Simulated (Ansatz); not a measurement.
Molecular dynamics on a 2×2×1 supercell (16 atoms) of InBi2B (ordering on zincblende), relaxed with r2SCAN. Forces come from PBE in the plane-wave code Ansatz: constant energy and volume (NVE), velocities drawn at 450 K, steps of 2 fs. Spin polarisation is off, nuclei are classical, and the run is far too short for thermal averages. The structure comes from a prototype and may be hypothetical.

```yaml
crystal:
  lattice:
    - [8.5181992212, 0.0, 0.0]
    - [0.0, 8.5181992212, 0.0]
    - [0.0, 0.0, 6.4173857981]
  atoms:
    - { symbol: B, position: [0.0, 0.0, 0.0] }
    - { symbol: Bi, position: [0.0, 0.25, 0.2012670235] }
    - { symbol: In, position: [0.25, 0.25, 0.5] }
    - { symbol: Bi, position: [0.25, 0.0, 0.7987329765] }
    - { symbol: B, position: [0.0, 0.5, 0.0] }
    - { symbol: Bi, position: [0.0, 0.75, 0.2012670235] }
    - { symbol: In, position: [0.25, 0.75, 0.5] }
    - { symbol: Bi, position: [0.25, 0.5, 0.7987329765] }
    - { symbol: B, position: [0.5, 0.0, 0.0] }
    - { symbol: Bi, position: [0.5, 0.25, 0.2012670235] }
    - { symbol: In, position: [0.75, 0.25, 0.5] }
    - { symbol: Bi, position: [0.75, 0.0, 0.7987329765] }
    - { symbol: B, position: [0.5, 0.5, 0.0] }
    - { symbol: Bi, position: [0.5, 0.75, 0.2012670235] }
    - { symbol: In, position: [0.75, 0.75, 0.5] }
    - { symbol: Bi, position: [0.75, 0.5, 0.7987329765] }
kpoints:
  mp_grid: { grid: [2, 2, 2] }
hamiltonian:
  xc: pbe
scf:
  occupations: { method: fermi_dirac, width: 0.039 }
md:
  ensemble: nve
  temperature: 450
  timestep: 2.0
  n_steps: 20
  initial_velocities: maxwell_boltzmann
  seed: 1042
```

Command: `ansatz run input.yaml --threads 4 --pin off --max-ram 3686MiB --backend cpu --events-out ev --progress --plain --runs-dir out`.

Q: It ran on 4 threads of Arm Neoverse V1, with other jobs on the host. About how long did it take, and how much host memory at the peak?

A: About 100 s, with a peak of 1.7 GiB.

Q: How do temperature and energy develop?

A: The temperature starts at 450 K, is lowest at step 11 (279 K, 22 fs) and ends at 324 K. The atoms start on their lattice sites with kinetic energy alone, so much of it first passes into potential energy. The conserved energy stays within 0.09 meV an atom. By the last step the atoms have moved 0.08 Å in the root mean square, the drift of the whole cell taken out, 0.13 Å at most.
```csv
step,t (fs),T (K),free energy F from step 0 (meV/atom),kinetic energy (meV/atom),largest force (eV/Å)
0,0,450,0.0,54.5,0.47
1,2,445,0.6,54.0,0.54
2,4,435,1.8,52.7,0.61
3,6,419,3.8,50.8,0.68
4,8,399,6.2,48.3,0.89
5,10,376,9.1,45.5,1.12
6,12,351,12.0,42.6,1.32
7,14,328,14.9,39.7,1.49
8,16,308,17.3,37.3,1.61
9,18,292,19.2,35.4,1.67
10,20,283,20.3,34.3,1.67
11,22,279,20.7,33.9,1.61
12,24,281,20.5,34.1,1.49
13,26,288,19.7,34.8,1.33
14,28,296,18.7,35.9,1.13
15,30,305,17.6,37.0,0.97
16,32,314,16.5,38.0,0.95
17,34,320,15.7,38.8,0.98
18,36,324,15.2,39.3,1.03
19,38,326,15.1,39.4,1.09
20,40,324,15.3,39.2,1.14
```

Positions (Å) and forces (eV/Å) at step 20:
```
B   -0.029  -0.009  -0.008     0.124  -0.022   0.065
Bi  -0.034   2.144   1.250     0.274  -0.138  -0.029
In   2.150   2.212   3.216    -0.437  -0.086  -0.047
Bi   2.108   0.041   5.110    -0.035  -0.056   0.402
B   -0.036   4.259   0.041     0.090   0.116  -0.290
Bi   0.038   6.376   1.363    -0.282   0.062  -0.711
In   2.226   6.405   3.174    -0.216  -0.118   0.646
Bi   2.204   4.266   5.186    -0.574   0.272   0.192
B    4.179   0.063   0.053     0.150  -0.099  -0.131
Bi   4.236   2.211   1.316     0.186  -0.425  -0.433
In   6.384   2.034   3.221     0.056   0.012  -0.618
Bi   6.351   0.047   5.176    -0.202  -0.895   0.478
B    4.279   4.234  -0.002     0.248  -0.007  -0.178
Bi   4.256   6.322   1.260     0.178   0.479  -0.871
In   6.320   6.357   3.160     0.294   0.258   0.596
Bi   6.377   4.163   5.040     0.147   0.647   0.931
```
